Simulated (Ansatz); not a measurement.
Q: SiO₂ in space group P4_12_12 (No. 92; Si on 4a, O on 8b) is relaxed with LDA (plane waves, PAW; program Ansatz). What lattice parameters of the conventional cell result?

A: a = 4.945 Å, c = 6.872 Å.

Q: Give the free coordinates with the occupied sites.

A: In one choice of origin and axes:

```csv
atom,site,symmetry,x,y,z
Si,4a,..2,0.3042,0.3042,0.0000
O,8b,1,0.2374,0.1130,0.1832
```

Q: Is it a metal or does it have a gap at this level?

A: A gap of 5.55 eV, direct.

The measured cell (COD 9009686, doi:10.1063/1.334545; 296 K, pressure taken as ambient) has 14.27 Å³ per atom; the computed volume differs by -1.8 %, which includes thermal expansion and zero-point motion.

Symmetry was held in the LDA relaxation; phonons on a q-mesh show no instability.

Potentials: the later of the program's two PAW sets.
